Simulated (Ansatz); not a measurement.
## Kick test of a cell of MnC6

The cell was found from a structure generator's guess, not taken from experiment.

All numbers below come from DFT PBE, scalar-relativistic, plane waves, PAW in Ansatz. Cutoff 420 eV; k points 12×12×8 on the computed 7-atom cell (Γ-centred); Gaussian smearing, width 0.10 eV; collinear spin from starting moments 3.3 0.0 0.0 0.0 0.0 0.0 0.0 μB.

The cell below (7 atoms, space group P6/mmm (No. 191)) is relaxed within its symmetry.

```
Mn C
1.0
     4.35218    0.00000    0.00000
    -2.17609    3.76910    0.00000
     0.00000    0.00000    3.62843
Mn C
1 6
Direct
  0.00000 0.00000 0.00000
  0.33430 0.00000 0.50000
  0.66570 0.00000 0.50000
  0.00000 0.33430 0.50000
  0.00000 0.66570 0.50000
  0.66570 0.66570 0.50000
  0.33430 0.33430 0.50000
```

For the test it was strained at random (σ = 1.5 % a component), the atoms were moved at random (σ = 0.10 Å), and all was relaxed again on a coarse 6×6×6 mesh (in the run’s order of axes) with 0.20 eV smearing, with no symmetry imposed.

The magnetic state reached may not be the lowest.

Question: Does it come back?

Answer: It doesn't return. The energy falls by 6 meV/atom on that mesh, the volume changes by 2.8 %, and the end has space group Cm (No. 8) at a loose tolerance. Relaxed again on an 8×8×8 mesh with 0.10 eV smearing, the new structure lies 5 meV/atom below the first (mesh in the axes of the run's cell; the cell below is made exact in the group named). Space group Cm (No. 8), monoclinic, a = 4.366 Å, b = 7.530 Å, c = 3.844 Å, β = 104.4°. Mn is surrounded by 9 C at 2.09–2.36 Å; C on a site of symmetry 1 has 3 C at 1.44–1.46 Å and 1 Mn at 2.22 Å; around C on a second site of symmetry 1 lie 3 C at 1.45–1.46 Å and 2 Mn at 2.30–2.36 Å; C on a site of symmetry m has 3 C at 1.45–1.46 Å, 1 Mn at 2.09 Å and 1 Mn at 2.35 Å; 1 more site not described.

```
Mn C
1.0
     2.18302   -3.76493    0.00000
     2.18302    3.76493    0.00000
    -0.95287    0.00000    3.72448
Mn C
1 6
Direct
  0.06474 0.06474 0.97487
  0.65683 0.98944 0.50978
  0.31965 0.98499 0.48921
  0.98944 0.65683 0.50978
  0.98499 0.31965 0.48921
  0.32585 0.32585 0.50949
  0.66043 0.66043 0.51842
```
